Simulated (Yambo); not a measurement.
Here is the system:

```xyz
10
Lattice="0.0000 4.1442 4.1442 4.1442 0.0000 4.1442 4.1442 4.1442 0.0000" Properties=species:S:1:pos:R:3 pbc="T T T"
O      2.0209     4.1442     4.1442
O      6.2675     4.1442     4.1442
O      4.1442     2.0209     4.1442
O      4.1442     6.2675     4.1442
O      4.1442     4.1442     2.0209
O      4.1442     4.1442     6.2675
Sc     4.1442     4.1442     4.1442
Nb     0.0000     0.0000     0.0000
Ba     2.0721     2.0721     2.0721
Ba     6.2163     6.2163     6.2163
```

Workflow: LDA (Quantum ESPRESSO, PseudoDojo norm-conserving, 84 Ry, no spin-orbit coupling), then G0W0 in Yambo (2×2×2 Γ-centred k mesh, bands 3 to 219 and a 7 Ry block in the screening, 219 bands in G with the Bruneval-Gonze terminator, plasmon pole fitted at 27.2 eV).

### Question
Give the LDA and G0W0 gaps between the band edges found on this mesh, and say where the edges lie.

### Answer
Edges: Γ → Γ. LDA: 2.62 eV; G0W0: 4.31 eV. Nearest settings tried, and what they do to the gap: 174 bands in W, 174 bands in G: +20 meV; 6 Ry block (283 vectors against 331): -12 meV; 1×1×1 mesh: -91 meV. So the settings aren't converged at that level. The k mesh is coarse. Spin-orbit splittings are left out.

Geometry of the Materials Project entry, not relaxed at this level.

The structure is a Materials Project entry; no match was found in the copy of COD used, and its stability was not checked.
